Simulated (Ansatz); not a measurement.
GaN:
```cif
data_Ga2N2
_chemical_formula_sum 'Ga2 N2'
_space_group_name_H-M_alt 'P 1'
_space_group_IT_number 1
_cell_length_a 3.15165
_cell_length_b 3.15165
_cell_length_c 5.13818
_cell_angle_alpha 90.000
_cell_angle_beta 90.000
_cell_angle_gamma 120.000
loop_
_space_group_symop_operation_xyz
  'x, y, z'
loop_
_atom_site_label
_atom_site_type_symbol
_atom_site_fract_x
_atom_site_fract_y
_atom_site_fract_z
_atom_site_occupancy
Ga1 Ga 0.66667 0.33333 0.49930 1
Ga2 Ga 0.33333 0.66667 0.99930 1
N1 N 0.66667 0.33333 0.87570 1
N2 N 0.33333 0.66667 0.37570 1
```

Relaxed with LDA.

Q: Which orbitals make up the states near the band edges in plane-wave PAW LDA (Ansatz code)?

A: Top 1 eV of the valence band: N 2p 89 %, Ga 4p 7 %. Bottom 1 eV of the conduction band: N 2s 41 %, Ga 4s 33 %, N 2p 15 %, Ga 4p 9 %. Projections are on Löwdin-orthogonalised atomic valence shells; empty p or d shells of many metals are not among them.

Q: Tabulate the density of states.

A: States/eV per cell of 4 atoms, in 0.25 eV bins, energy from the valence-band maximum.

```tsv
E (eV)	total	N 2p	Ga 4p	Ga 4s
-7.85	0.00	0.00	0.00	0.00
-7.60	0.00	0.00	0.00	0.00
-7.35	0.01	0.01	0.00	0.00
-7.10	0.10	0.05	0.02	0.02
-6.85	0.76	0.41	0.12	0.21
-6.60	1.56	0.84	0.20	0.45
-6.35	2.41	1.33	0.25	0.73
-6.10	2.39	1.32	0.23	0.71
-5.85	1.36	0.75	0.14	0.35
-5.60	1.33	0.73	0.14	0.31
-5.35	1.29	0.71	0.15	0.27
-5.10	1.04	0.58	0.17	0.16
-4.85	0.90	0.51	0.17	0.11
-4.60	0.85	0.50	0.16	0.10
-4.35	1.59	0.98	0.33	0.16
-4.10	1.25	0.78	0.25	0.11
-3.85	1.39	0.89	0.28	0.11
-3.60	1.54	1.02	0.32	0.10
-3.35	1.68	1.15	0.35	0.10
-3.10	1.80	1.26	0.36	0.09
-2.85	1.97	1.42	0.38	0.08
-2.60	2.18	1.61	0.41	0.07
-2.35	2.46	1.86	0.43	0.07
-2.10	2.53	1.96	0.42	0.06
-1.85	3.07	2.45	0.47	0.06
-1.60	3.66	3.01	0.50	0.04
-1.35	2.86	2.40	0.35	0.03
-1.10	2.22	1.90	0.23	0.02
-0.85	1.58	1.38	0.13	0.01
-0.60	1.15	1.03	0.07	0.01
-0.35	0.77	0.71	0.03	0.00
-0.10	0.30	0.28	0.01	0.00
0.15	0.00	0.00	0.00	0.00
0.40	0.00	0.00	0.00	0.00
0.65	0.00	0.00	0.00	0.00
0.90	0.00	0.00	0.00	0.00
1.15	0.00	0.00	0.00	0.00
1.40	0.00	0.00	0.00	0.00
1.65	0.00	0.00	0.00	0.00
1.90	0.00	0.00	0.00	0.00
2.15	0.00	0.00	0.00	0.00
2.40	0.01	0.00	0.00	0.00
2.65	0.03	0.00	0.00	0.01
2.90	0.05	0.01	0.00	0.01
3.15	0.07	0.01	0.01	0.02
3.40	0.10	0.02	0.01	0.02
3.65	0.13	0.03	0.02	0.03
3.90	0.18	0.04	0.04	0.04
4.15	0.31	0.06	0.08	0.06
4.40	0.84	0.10	0.32	0.13
4.65	1.41	0.17	0.54	0.23
4.90	1.58	0.21	0.62	0.25
5.15	1.82	0.25	0.76	0.27
5.40	2.11	0.32	0.92	0.29
5.65	1.98	0.32	0.84	0.29
5.90	1.66	0.27	0.64	0.32
6.15	1.51	0.27	0.55	0.33
6.40	1.32	0.28	0.48	0.26
6.65	0.90	0.21	0.27	0.23
6.90	0.86	0.22	0.25	0.23
```

Space group P6_3mc (wurtzite). The LDA relaxation kept the symmetry of its start. Spin–orbit coupling is left out wherever it is not named.

Potentials: the earlier of the program's two PAW sets. The files were generated under PBE; for other functionals the program regenerates the frozen cores, and for LDA and PBEsol the local potential too.
